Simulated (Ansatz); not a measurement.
Ba:
```
Ba
1.0
   -2.53554     2.53554     2.53554
    2.53554    -2.53554     2.53554
    2.53554     2.53554    -2.53554
Ba
1
Direct
  0.00000   0.00000   0.00000
```

Relaxed with r²SCAN. Special points in fractions of this cell's reciprocal vectors: Γ (0.000, 0.000, 0.000); H (0.500, -0.500, 0.500); N (0.000, 0.000, 0.500); P (0.250, 0.250, 0.250).

### Question
List the band energies nearest the Fermi level at these points for plane-wave PAW r²SCAN (Ansatz code).

### Answer
In eV from the Fermi level; about four levels below and three above (degenerate sets whole), none deeper than 8.9 eV; points with the same levels are listed once.

```json
[
 {"k": "Γ", "below": "-2.83", "above": "2.11 2.11 2.11"},
 {"k": "H", "below": "-0.55 -0.55", "above": "4.24 4.24 4.24"},
 {"k": "N", "below": "-0.83", "above": "0.91 1.11 3.46"},
 {"k": "P", "below": "–", "above": "0.56 0.56 0.56"}
]
```

Space group Im-3m (bcc (W type)). Symmetry was held in the r²SCAN relaxation; phonons on a q-mesh show no instability. Scalar-relativistic: spin–orbit coupling is off unless named, which matters more the heavier the elements.

Potentials: the later of the program's two PAW sets.
